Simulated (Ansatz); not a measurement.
SiO₂:
```cif
data_O4Si2
_chemical_formula_sum 'Si2 O4'
_space_group_name_H-M_alt 'P 1'
_space_group_IT_number 1
_cell_length_a 4.15495
_cell_length_b 4.15495
_cell_length_c 2.66142
_cell_angle_alpha 90.000
_cell_angle_beta 90.000
_cell_angle_gamma 90.000
loop_
_space_group_symop_operation_xyz
  'x, y, z'
loop_
_atom_site_label
_atom_site_type_symbol
_atom_site_fract_x
_atom_site_fract_y
_atom_site_fract_z
_atom_site_occupancy
Si1 Si 0.00000 0.00000 0.00000 1
Si2 Si 0.50000 0.50000 0.50000 1
O1 O 0.30559 0.30559 0.00000 1
O2 O 0.80559 0.19441 0.50000 1
O3 O 0.19441 0.80559 0.50000 1
O4 O 0.69441 0.69441 0.00000 1
```

Relaxed with LDA.

Task: Which orbitals make up the states near the band edges in LDA (plane waves, PAW; program Ansatz)?

Result: Top 1 eV of the valence band: O 2p 97 %. Bottom 1 eV of the conduction band: Si 3s 46 %, O 2s 31 %, O 2p 9 %, outside the projected shells 11 %. Projections are on Löwdin-orthogonalised atomic valence shells; empty p or d shells of many metals are not among them.

Task: Tabulate the density of states.

Result: States/eV per cell of 6 atoms, in 0.25 eV bins, energy from the valence-band maximum.

```csv
E (eV),total,O 2p,Si 3p,Si 3s
-7.85,2.08,1.52,0.38,0.08
-7.60,1.72,1.27,0.29,0.07
-7.35,1.68,1.25,0.27,0.07
-7.10,1.88,1.40,0.31,0.07
-6.85,2.06,1.55,0.34,0.07
-6.60,2.76,2.11,0.45,0.07
-6.35,2.63,2.02,0.40,0.07
-6.10,2.76,2.15,0.39,0.06
-5.85,2.62,2.08,0.35,0.06
-5.60,2.48,1.99,0.32,0.05
-5.35,2.49,2.03,0.32,0.04
-5.10,2.33,1.93,0.27,0.03
-4.85,2.21,1.86,0.22,0.02
-4.60,2.81,2.41,0.24,0.02
-4.35,3.22,2.83,0.24,0.02
-4.10,2.78,2.49,0.15,0.02
-3.85,4.04,3.69,0.17,0.02
-3.60,4.44,4.13,0.13,0.01
-3.35,3.49,3.28,0.07,0.01
-3.10,2.08,1.96,0.04,0.01
-2.85,2.14,2.01,0.04,0.01
-2.60,2.70,2.55,0.05,0.01
-2.35,3.64,3.46,0.04,0.02
-2.10,3.20,3.06,0.04,0.01
-1.85,3.61,3.49,0.02,0.01
-1.60,4.12,4.01,0.02,0.01
-1.35,3.14,3.05,0.02,0.00
-1.10,2.36,2.30,0.02,0.00
-0.85,1.00,0.98,0.01,0.00
-0.60,0.60,0.59,0.01,0.00
-0.35,0.35,0.34,0.00,0.00
-0.10,0.11,0.11,0.00,0.00
0.15,0.00,0.00,0.00,0.00
0.40,0.00,0.00,0.00,0.00
0.65,0.00,0.00,0.00,0.00
0.90,0.00,0.00,0.00,0.00
1.15,0.00,0.00,0.00,0.00
1.40,0.00,0.00,0.00,0.00
1.65,0.00,0.00,0.00,0.00
1.90,0.00,0.00,0.00,0.00
2.15,0.00,0.00,0.00,0.00
2.40,0.00,0.00,0.00,0.00
2.65,0.00,0.00,0.00,0.00
2.90,0.00,0.00,0.00,0.00
3.15,0.00,0.00,0.00,0.00
3.40,0.00,0.00,0.00,0.00
3.65,0.00,0.00,0.00,0.00
3.90,0.00,0.00,0.00,0.00
4.15,0.00,0.00,0.00,0.00
4.40,0.00,0.00,0.00,0.00
4.65,0.00,0.00,0.00,0.00
4.90,0.00,0.00,0.00,0.00
5.15,0.00,0.00,0.00,0.00
5.40,0.00,0.00,0.00,0.00
5.65,0.00,0.00,0.00,0.00
5.90,0.01,0.00,0.00,0.01
6.15,0.07,0.00,0.00,0.04
6.40,0.12,0.01,0.00,0.06
6.65,0.23,0.02,0.01,0.10
6.90,0.39,0.05,0.01,0.17
7.15,0.57,0.08,0.02,0.25
7.40,1.14,0.17,0.08,0.50
7.65,1.78,0.30,0.13,0.80
7.90,2.20,0.40,0.18,1.00
8.15,2.56,0.50,0.22,1.18
8.40,2.14,0.41,0.29,0.89
8.65,1.94,0.33,0.44,0.66
8.90,1.61,0.24,0.50,0.44
9.15,1.63,0.24,0.60,0.37
9.40,1.44,0.22,0.58,0.30
9.65,1.30,0.19,0.58,0.22
9.90,1.36,0.19,0.65,0.19
10.15,1.76,0.18,0.95,0.14
10.40,2.25,0.24,1.19,0.16
10.65,2.07,0.24,1.06,0.15
```

Space group P4_2/mnm (rutile). This is a known high-pressure phase of the composition, computed here at zero pressure and temperature. The LDA relaxation kept the symmetry of its start; phonons on a q-mesh show no instability.

Potentials: the later of the program's two PAW sets.
